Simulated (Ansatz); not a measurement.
Ta$_{2}$O$_{5}$ in space group Pmmm (No. 47; Pearson symbol oP7) at seven volumes, the program Ansatz at the PBEsol level (PAW), shape and atoms relaxed at each. One row is withheld.

| V (Å³/atom) | P (GPa) |
|---|---|
| 11.836 | 24.35 |
| 12.226 | 14.83 |
| 12.616 | 6.78 |
| 13.006 | 0.00 |
| 13.396 | -5.72 |
| 13.787 | -10.51 |
| 14.177 | ? |

Fit the shown pressures and predict the withheld one.

Third-order Birch–Murnaghan: P = (3/2)B₀(x^(7/2) − x^(5/2))[1 + (3/4)(B′ − 4)(x − 1)] with x = (V₀/V)^(2/3). Least squares on the six rows gives V₀ = 13.006 Å³/atom, B₀ = 207.0 GPa, B′ = 4.69. At V = 14.177, x = 0.9441 and P = -14.59 GPa. The run itself gave -14.51 GPa.

The first step of the workflow began from a Materials Project structure, measured or hypothetical; the Crystallography Open Database copy checked does not list it. COD files the formula under space group No. 49. Whether it is the stable phase at ambient conditions was not checked. Symmetry was held in the PBEsol relaxation. At this level the phase is dynamically unstable (imaginary phonons). No spin polarisation was allowed. Spin–orbit coupling is left out wherever it is not named.

Potentials: the earlier of the program's two PAW sets. The files were generated under PBE; for other functionals the program regenerates the frozen cores, and for LDA and PBEsol the local potential too.
